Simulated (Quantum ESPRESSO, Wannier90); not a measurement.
# CsCl (CsCl type), plane waves to Wannier functions

```xyz
2
Lattice="4.1437 0.0000 0.0000 0.0000 4.1437 0.0000 0.0000 0.0000 4.1437" Properties=species:S:1:pos:R:3 pbc="T T T"
Cs     0.0000     0.0000     0.0000
Cl     2.0718     2.0718     2.0718
```

Cell from Materials Project (mp-22865), symmetrised, no further relaxation. COD (Crystallography Open Database) has the formula in 2 space groups, this one among them (matched by group alone). Method: PBEsol plane waves in Quantum ESPRESSO 7.5 (PseudoDojo norm-conserving files, 47 Ry, no spin polarisation, no spin-orbit coupling), Bloch states on a 8×8×8 mesh through Γ, Wannier90 4.0.1. Density: 8×8×8 mesh, cold smearing 0.01 Ry. Spin-orbit coupling is left out although heavy elements are present.

Bands 6-8 form an isolated set from -1.17 to 0.00 eV relative to the valence-band maximum (on the path) and are turned into 3 Wannier functions by minimising the spread from the start: atomic waves Cl 3p.

Centres (Cartesian, Å; one of the equivalent choices) and spreads:

| n | x | y | z | spread (Å²) | nearest atom |
|---|---|---|---|---|---|
| 1 | 2.072 | 2.072 | 2.072 | 1.892 | Cl2 |
| 2 | 2.072 | 2.072 | 2.072 | 1.892 | Cl2 |
| 3 | 2.072 | 2.072 | 2.072 | 1.892 | Cl2 |

Ω_I = 5.67 Å², Ω_total = 5.68 Å²; the interpolated bands follow pw.x to 0.1 meV rms on the path. Only this start was tried; a symmetric start can stop on a saddle, and mixtures of these functions could lower the total by at most Ω_total − Ω_I.
